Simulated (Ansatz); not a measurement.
## Structures of MoS: which is lowest?

Plane-wave DFT in Ansatz with scalar-relativistic PAW potentials, cutoff 420 eV, Γ-centred meshes chosen by cell and gap, Gaussian smearing with energies taken to zero width. Every cell was relaxed (cell and atoms) in a run of its own, within the symmetry of its start. Functional: PBE.

Relaxed structures (starts from databases or built by putting these elements on another compound's sites):
A. P2_13, 8 atoms in the computed cell, a = 4.962 Å; sites (symmetry × multiplicity) Mo .3. × 4, S .3. × 4; start: built
B. P6_3/mmc, 4 atoms in the computed cell, a = 4.054 Å, c = 4.968 Å; sites (symmetry × multiplicity) Mo -6m2 × 2, S -6m2 × 2; start: built
C. Fm-3m, 2 atoms in the computed cell, a = 4.956 Å; sites (symmetry × multiplicity) Mo m-3m × 4, S m-3m × 4; start: built
D. Pm-3m, 2 atoms in the computed cell, a = 3.005 Å; sites (symmetry × multiplicity) Mo m-3m × 1, S m-3m × 1; start: built

Question: Rank them by energy. Could pressure change the order?

Answer:
```tsv
structure	group	E − E(lowest) (meV/atom)	V (Å³/atom)	gap on mesh (eV)
A	P2_13	0.0	15.27	0.00
D	Pm-3m	197	13.56	0.00
B	P6_3/mmc	470	17.68	0.00
C	Fm-3m	555	15.22	0.00
```

A is lowest, 197 meV/atom under D. D is denser by 1.70 Å³/atom, so pressure favours it: ΔE/ΔV, with ΔE in eV and 1 eV/Å³ = 160.2 GPa, gives about 18 GPa for equal enthalpy if both cells were rigid; at such pressures compression changes ΔV much, so this is a scale only. Other structures may lie lower than all of these, and vibrations aren't counted.